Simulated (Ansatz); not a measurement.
Nb (bcc, W type)

```yaml
crystal:
  lattice:
    - [-1.65481, 1.65481, 1.65481]
    - [1.65481, -1.65481, 1.65481]
    - [1.65481, 1.65481, -1.65481]
  atoms:
    - { symbol: Nb, position: [0.00000, 0.00000, 0.00000] }
```

Equation-of-state scan: isotropic scaling of the cell above, V₀ being its volume. Symmetry pins the atoms to their sites.

All values below come from PBE (plane waves to 420 eV, PAW, scalar-relativistic; Ansatz, a quantum-chemistry and plane-wave program). k mesh 20×20×20 (Γ-centred), Fermi-Dirac smearing 0.05 eV. Energies are smeared free energies. Compression counts positive. Nb is run without spin polarisation. Nb was relaxed with its symmetry unable to fall. ΔE is measured from the relaxed starting cell.

Question: What ΔE (kJ/mol of atoms) and P (GPa) does the calculation give at V/V₀ = 0.900, 0.920, 0.980, 1.020, 1.040, 1.060, 1.080, 1.100?

Answer: 
```json
[
 {"V/V₀": "0.900", "ΔE (kJ/mol of atoms)": "11.0", "P (GPa)": "21.9"},
 {"V/V₀": "0.920", "ΔE (kJ/mol of atoms)": "6.8", "P (GPa)": "16.6"},
 {"V/V₀": "0.980", "ΔE (kJ/mol of atoms)": "0.4", "P (GPa)": "3.6"},
 {"V/V₀": "1.020", "ΔE (kJ/mol of atoms)": "0.4", "P (GPa)": "-3.2"},
 {"V/V₀": "1.040", "ΔE (kJ/mol of atoms)": "1.4", "P (GPa)": "-6.2"},
 {"V/V₀": "1.060", "ΔE (kJ/mol of atoms)": "3.0", "P (GPa)": "-8.8"},
 {"V/V₀": "1.080", "ΔE (kJ/mol of atoms)": "5.2", "P (GPa)": "-11.3"},
 {"V/V₀": "1.100", "ΔE (kJ/mol of atoms)": "7.9", "P (GPa)": "-13.5"}
]
```

(A scan under strain: stresses follow from slopes of the energy per volume, elastic moduli from its curvatures.)
